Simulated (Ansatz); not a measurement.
BeS:
```
CELL_PARAMETERS angstrom
      0.00000     2.41876     2.41876
      2.41876     0.00000     2.41876
      2.41876     2.41876     0.00000
ATOMIC_POSITIONS crystal
  Be 0.00000 0.00000 0.00000
  S  0.25000 0.25000 0.25000
```

Cartesian axes are those of the cell as given.

### Question
Give the high-frequency dielectric tensor and the Born effective charge tensors of the independent atoms from DFPT, PBEsol in the plane-wave PAW code Ansatz.

### Answer

ε∞:
```
5.38  0.00  0.00
0.00  5.38  0.00
0.00  0.00  5.38
```
Z* of atom 1 (Be), rows: field, columns: displacement, in e:
```
1.58  0.00  0.00
0.00  1.58  0.00
0.00  0.00  1.58
```
Z* of atom 2 (S), rows: field, columns: displacement, in e:
```
-1.58   0.00   0.00
 0.00  -1.58   0.00
 0.00   0.00  -1.58
```

Space group F-43m (zinc blende). The PBEsol relaxation kept the symmetry of its start.

Potentials: the earlier of the program's two PAW sets. The files were generated under PBE; for other functionals the program regenerates the frozen cores, and for LDA and PBEsol the local potential too.
